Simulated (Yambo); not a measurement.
Data:

```xyz
2
Lattice="0.0000 2.5651 2.5651 2.5651 0.0000 2.5651 2.5651 2.5651 0.0000" Properties=species:S:1:pos:R:3 pbc="T T T"
Be     0.0000     0.0000     0.0000
Se     3.8477     3.8477     3.8477
```

Workflow: norm-conserving PBE (stringent potentials; Quantum ESPRESSO, 106 Ry, no spin-orbit coupling), then G0W0 in Yambo (4×4×4 Γ-centred k mesh, bands 11 to 156 and a 15 Ry block in the screening, 156 bands in G with the Bruneval-Gonze terminator, plasmon pole fitted at 27.2 eV).

**Question.** Give the PBE and G0W0 gaps between the band edges found on this mesh, and say where the edges lie.

**Answer.** Edges: Γ → X. PBE: 2.62 eV; G0W0: 3.67 eV. Nearest settings tried, and what they do to the gap: 83 bands in G: +3 meV; 83 bands in W, 83 bands in G: -35 meV; 9 Ry block (137 vectors against 259): -43 meV. Not varied: mesh. So the settings aren't converged at that level. Spin-orbit splittings are left out.

Geometry relaxed with PBEsol.
